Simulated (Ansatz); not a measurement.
BeSe:
```xyz
2
Lattice="0.0000 2.5407 2.5407 2.5407 0.0000 2.5407 2.5407 2.5407 0.0000" Properties=species:S:1:pos:R:3 pbc="T T T"
Be     0.0000     0.0000     0.0000
Se     3.8110     3.8110     3.8110
```

x, y and z are the axes in which the lattice vectors are written.

Give the proper piezoelectric stress tensor with relaxed ions from LDA (plane waves, PAW; program Ansatz).

In C/m², rows x, y, z, Voigt columns; mesh uncertainty up to 0.00.
```
0.00  0.00  0.00  0.18  0.00  0.00
0.00  0.00  0.00  0.00  0.18  0.00
0.00  0.00  0.00  0.00  0.00  0.18
```

The elastic tensor of the same run (GPa):

```
      1     2     3     4     5     6
-  ----  ----  ----  ----  ----  ----
1   138  56.7  56.7   0.0   0.0   0.0
2  56.7   138  56.7   0.0   0.0   0.0
3  56.7  56.7   138   0.0   0.0   0.0
4   0.0   0.0   0.0  70.9   0.0   0.0
5   0.0   0.0   0.0   0.0  70.9   0.0
6   0.0   0.0   0.0   0.0   0.0  70.9
```

Convert to strain constants d = e·S.

In pC/N:
```
0.0  0.0  0.0  2.5  0.0  0.0
0.0  0.0  0.0  0.0  2.5  0.0
0.0  0.0  0.0  0.0  0.0  2.5
```

Space group F-43m (zinc blende). Symmetry was held in the LDA relaxation. Signs of piezoelectric constants follow the polarity of the cell as given.

Potentials: the earlier of the program's two PAW sets. The files were generated under PBE; for other functionals the program regenerates the frozen cores, and for LDA and PBEsol the local potential too.
